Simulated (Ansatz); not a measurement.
WSe2:
```yaml
crystal:
  lattice:
    - [3.32080, 0.00000, 0.00000]
    - [-1.66040, 2.87590, 0.00000]
    - [0.00000, 0.00000, 15.22665]
  atoms:
    - { symbol: W, position: [0.66667, 0.33333, 0.75000] }
    - { symbol: W, position: [0.33333, 0.66667, 0.25000] }
    - { symbol: Se, position: [0.33333, 0.66667, 0.86021] }
    - { symbol: Se, position: [0.66667, 0.33333, 0.13979] }
    - { symbol: Se, position: [0.66667, 0.33333, 0.36021] }
    - { symbol: Se, position: [0.33333, 0.66667, 0.63979] }
```

Relaxed with PBE. Special points in fractions of this cell's reciprocal vectors: Γ (0.000, 0.000, 0.000); M (0.500, 0.000, 0.000); K (0.333, 0.333, 0.000); A (0.000, 0.000, 0.500); L (0.500, 0.000, 0.500); H (0.333, 0.333, 0.500).

Problem. List the band energies nearest the valence-band maximum at these points for PBE (plane waves, PAW; program Ansatz).

Solution. In eV from the valence-band maximum; about four levels below and three above (degenerate sets whole), none deeper than 8.9 eV; points with the same levels are listed once.

| k | below | above |
|---|---|---|
| Γ | -1.26 -1.26 -1.25 -1.25 -0.56 -0.10 | 2.87 2.87 2.88 2.88 |
| M | -1.01 -1.00 -0.98 -0.96 | 2.33 2.33 2.64 |
| K | -2.35 -2.35 -0.04 0.00 | 1.53 1.53 2.65 |
| A | -1.26 -1.26 -1.26 -1.26 -0.28 -0.28 | 2.87 2.87 2.87 2.87 |
| L | -1.00 -1.00 -0.97 -0.97 | 2.33 2.33 2.69 2.69 |
| H | -2.36 -2.36 -0.02 -0.02 | 1.53 1.53 2.79 2.79 |

Space group P6_3/mmc. The PBE relaxation kept the symmetry of its start. The run is not spin-polarised. The volume lies over 15 % above that of the usual cell of this phase: another minimum, or an error of the functional. A crystal of weakly bound layers computed without a dispersion correction: the cell and the soft elastic constants depend strongly on that. Scalar-relativistic: spin–orbit coupling is off unless named, which matters more the heavier the elements.

Potentials: the earlier of the program's two PAW sets.
